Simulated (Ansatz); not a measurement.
Input and command of a plane-wave DFT calculation in Ansatz:

```yaml
crystal:
  lattice:
    - [4.4735949924, -5.0071407225, 0.0]
    - [4.4735949924, 5.0071407225, 0.0]
    - [0.0, 0.0, 8.8346906437]
  atoms:
    - { symbol: Si, position: [0.3050604614, 0.0344566448, 0.9078262555] }
    - { symbol: Si, position: [0.4655433552, 0.1949395386, 0.5921737445] }
    - { symbol: Si, position: [0.0344566448, 0.3050604614, 0.0921737445] }
    - { symbol: Si, position: [0.1949395386, 0.4655433552, 0.4078262555] }
    - { symbol: Si, position: [0.9655433552, 0.6949395386, 0.9078262555] }
    - { symbol: Si, position: [0.6949395386, 0.9655433552, 0.0921737445] }
    - { symbol: Si, position: [0.8050604614, 0.5344566448, 0.5921737445] }
    - { symbol: Si, position: [0.5344566448, 0.8050604614, 0.4078262555] }
    - { symbol: O, position: [0.8219291482, 0.8219291482, 0.0] }
    - { symbol: O, position: [0.6353246511, 0.8646753489, 0.25] }
    - { symbol: O, position: [0.6780708518, 0.6780708518, 0.5] }
    - { symbol: O, position: [0.3240724238, 0.6759275762, 0.3799516886] }
    - { symbol: O, position: [0.1353246511, 0.3646753489, 0.25] }
    - { symbol: O, position: [0.8646753489, 0.6353246511, 0.75] }
    - { symbol: O, position: [0.1780708518, 0.1780708518, 0.0] }
    - { symbol: O, position: [0.3646753489, 0.1353246511, 0.75] }
    - { symbol: O, position: [0.0, 0.5, 0.0] }
    - { symbol: O, position: [0.1759275762, 0.8240724238, 0.8799516886] }
    - { symbol: O, position: [0.6759275762, 0.3240724238, 0.6200483114] }
    - { symbol: O, position: [0.8240724238, 0.1759275762, 0.1200483114] }
    - { symbol: O, position: [0.3219291482, 0.3219291482, 0.5] }
    - { symbol: O, position: [0.5, 0.0, 0.0] }
    - { symbol: O, position: [0.0, 0.5, 0.5] }
    - { symbol: O, position: [0.5, 0.0, 0.5] }
basis:
  ecutwfc: 420
kpoints:
  mp_grid: { grid: [4, 4, 4] }
hamiltonian:
  xc: lda
scf:
  occupations: { method: gaussian, width: 0.02 }
output:
  forces: true
  stress: true
  eigenvalues: true
relax:
  adjacent_minimum: "off"
  f_tol: 0.01
  max_steps: 30
  cell: { stress_tol: 0.1, fix: [volume] }
```

```bash
ansatz run input.yaml --threads 4 --pin off --max-ram 10240MiB --backend cpu --events-out ev --progress --plain --runs-dir out
```

Processor: Intel(R) Xeon(R) Processor @ 2.50GHz (Skylake/Cascade Lake), 4 threads, on a host shared with other jobs.

Q: How long does it run, and how much memory does it take?

A: About 3.1 min on 4 threads of Intel(R) Xeon(R) Processor @ 2.50GHz (Skylake/Cascade Lake), on a shared host, peak memory 1.3 GiB. It solves 88 bands at 21 k points (the mesh reduced by symmetry) with about 7759 plane waves, in 38 SCF iterations over 6 ionic steps.
